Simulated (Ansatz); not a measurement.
SrGaHO2 in space group P4/mmm (No. 123; Sr on 1d, Ga on 1a, O on 2f, H on 1b), plane-wave PAW r²SCAN (Ansatz code). The conduction-band minimum lies at Z, with 1 equivalent valley. Second derivatives d²E/dk² of the lowest band at one valley (eV·Å²), along Cartesian directions:

```
direction  d²E/dk²
---------  -------
[100]        33.59
[010]        33.59
[001]        45.76
[110]        33.58
[101]        39.67
[011]        39.67
```

Task: Find the principal effective masses, the density-of-states mass and the conductivity mass.

Result: Off-diagonal terms follow from H_xy = H[110] − (H_xx + H_yy)/2, and m*/mₑ = 7.620 eV·Å² over each eigenvalue: 0.17, 0.23, 0.23. One valley's DOS mass (m₁m₂m₃)^(1/3) = 0.20, conductivity mass 3/(Σ 1/mᵢ) = 0.20 mₑ.

Task: What effective density of states Nc follows at 300 K for parabolic valleys?

Result: Nc = 2.509e19 × 1 × (0.20)^(3/2) ≈ 2.2e18 cm⁻³.

The start of the workflow was typed in or built on a structure type; neither database checked (COD, Materials Project) lists it. Its standing as an ambient phase is unchecked. Symmetry was held in the r²SCAN relaxation; whether a distortion lowers the energy is not shown. Spin–orbit coupling is left out wherever it is not named.

Potentials: the earlier of the program's two PAW sets. The files were generated under PBE; for other functionals the program regenerates the frozen cores, and for LDA and PBEsol the local potential too.

Edges and masses are those of Kohn–Sham bands, whose gap is no quasiparticle gap.
